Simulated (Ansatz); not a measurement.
## Rh: energy along a strain

Rh, P6_3/mmc, a = 2.731 Å, c = 4.428 Å (as given, not relaxed at this level: -19.6 GPa). This isn't the element's structure at ambient conditions. Ansatz: LDA, PAW, 420 eV, Γ-centred 18×18×12 mesh on 2 atoms, Methfessel-Paxton smearing 0.02 eV; no spin polarisation. Cell vectors (Å): 2.731 0.000 0.000; -1.365 2.365 0.000; 0.000 0.000 4.428. The cell is strained by x per cent times the pattern (1 0 0 0 0 0) in the order xx yy zz yz xz xy (engineering shears), with fractional coordinates held. y is the free energy over the start, V0 = 14.302 Å³/atom. Points with a strain past 8.5 % were computed too (3) and aren't used here.

```tsv
x (%)	y (meV/atom)
-7.50	?
-5.00	-33.71
-2.50	-30.71
0.00	0.00
2.50	51.48
5.00	118.61
7.50	196.78
```

Q: Fit y = c1 x + c2 x² + c3 x³ to the other rows, get the stiffness along the pattern, and predict the missing energy.

A: Least squares on the rows shown. y = 16.703 x + 1.6998 x² − 0.057370 x³. The clamped-ion stiffness p·C·p = 2 × 17.00 eV × 160.2 / 14.302 Å³ = 381 GPa, which is C11 in these axes (second derivative at the start, which stands under stress). At x = -7.50 the fit asked for gives -5.46 meV/atom. The run gave -0.27 meV/atom, so the fit is 5.19 meV/atom too low, 2.3 % of the span of the series, against an rms of 0.25 meV/atom on the fitted rows. The row lies outside the fitted range. With a term in x⁴ added, a fit to the same known rows predicts -1.19 meV/atom, so most of the miss is curvature that the known rows already hold.

The smearing is narrow for a metal on this mesh.

Cost: 10 runs of about 5.2 core-minutes in all, on AMD EPYC (Zen 3) (shared hosts).